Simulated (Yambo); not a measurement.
Absorption of ZnSO$_{4}$ (space group F-43m, No. 216) with and without the electron-hole interaction (Yambo, PBEsol bands; 6×6×6 mesh, 8 valence and 5 conduction bands, static screening with 66 bands and a 3 Ry block, scissor 3.29 eV, Tamm-Dancoff; field along x).

| E (eV) | Im ε, BSE | Im ε, independent quasiparticles |
|---|---|---|
| 5.60 | 0.04 | 0.01 |
| 5.70 | 0.04 | 0.01 |
| 5.80 | 0.05 | 0.01 |
| 5.90 | 0.05 | 0.01 |
| 6.00 | 0.06 | 0.01 |
| 6.10 | 0.06 | 0.01 |
| 6.20 | 0.07 | 0.01 |
| 6.30 | 0.09 | 0.01 |
| 6.40 | 0.10 | 0.01 |
| 6.50 | 0.12 | 0.01 |
| 6.60 | 0.15 | 0.01 |
| 6.70 | 0.19 | 0.01 |
| 6.80 | 0.26 | 0.01 |
| 6.90 | 0.36 | 0.01 |
| 7.00 | 0.56 | 0.02 |
| 7.10 | 0.95 | 0.02 |
| 7.20 | 1.76 | 0.02 |
| 7.30 | 2.71 | 0.02 |
| 7.40 | 2.12 | 0.02 |
| 7.50 | 1.29 | 0.02 |
| 7.60 | 1.02 | 0.02 |
| 7.70 | 1.16 | 0.02 |
| 7.80 | 1.45 | 0.03 |
| 7.90 | 1.30 | 0.03 |
| 8.00 | 1.01 | 0.03 |
| 8.10 | 0.86 | 0.03 |
| 8.20 | 0.94 | 0.04 |
| 8.30 | 1.10 | 0.05 |
| 8.40 | 0.93 | 0.06 |
| 8.50 | 0.66 | 0.07 |
| 8.60 | 0.53 | 0.08 |
| 8.70 | 0.52 | 0.08 |
| 8.80 | 0.53 | 0.10 |
| 8.90 | 0.62 | 0.13 |
| 9.00 | 0.78 | 0.17 |
| 9.10 | 0.88 | 0.22 |
| 9.20 | 1.02 | 0.31 |
| 9.30 | 1.30 | 0.32 |
| 9.40 | 1.45 | 0.30 |
| 9.50 | 1.21 | 0.36 |
| 9.60 | 0.98 | 0.47 |
| 9.70 | 0.79 | 0.61 |
| 9.80 | 0.69 | 0.74 |
| 9.90 | 0.63 | 0.87 |
| 10.00 | 0.57 | 0.78 |
| 10.10 | 0.62 | 0.68 |
| 10.20 | 0.76 | 0.74 |
| 10.30 | 1.03 | 0.82 |
| 10.40 | 1.37 | 0.84 |
| 10.50 | 1.53 | 0.77 |
| 10.60 | 1.39 | 0.71 |
| 10.70 | 1.14 | 0.70 |
| 10.80 | 1.07 | 0.74 |
| 10.90 | 1.11 | 0.83 |
| 11.00 | 1.22 | 0.88 |
| 11.10 | 1.26 | 0.86 |
| 11.20 | 1.19 | 0.84 |
| 11.30 | 1.16 | 0.92 |
| 11.40 | 1.13 | 1.01 |
| 11.50 | 1.19 | 0.98 |
| 11.60 | 1.25 | 1.00 |
| 11.70 | 1.34 | 1.00 |
| 11.80 | 1.18 | 0.98 |
| 11.90 | 1.11 | 1.09 |
| 12.00 | 1.10 | 1.10 |
| 12.10 | 0.89 | 1.09 |
| 12.20 | 0.71 | 1.21 |

The scissor comes from a G0W0 run whose convergence isn't established. Broadening 0.15 eV. The band window holds all transitions up to 12.3 eV. Fine structure above the onset can come from the mesh.

Geometry of the Materials Project entry, not relaxed at this level; primitive cell a = b = c = 5.4770 Å, α = β = γ = 60.00°.

With a shallow 3d shell G0W0 needs far more bands and larger blocks than here, so the scissor is uncertain by tenths of an eV or more.
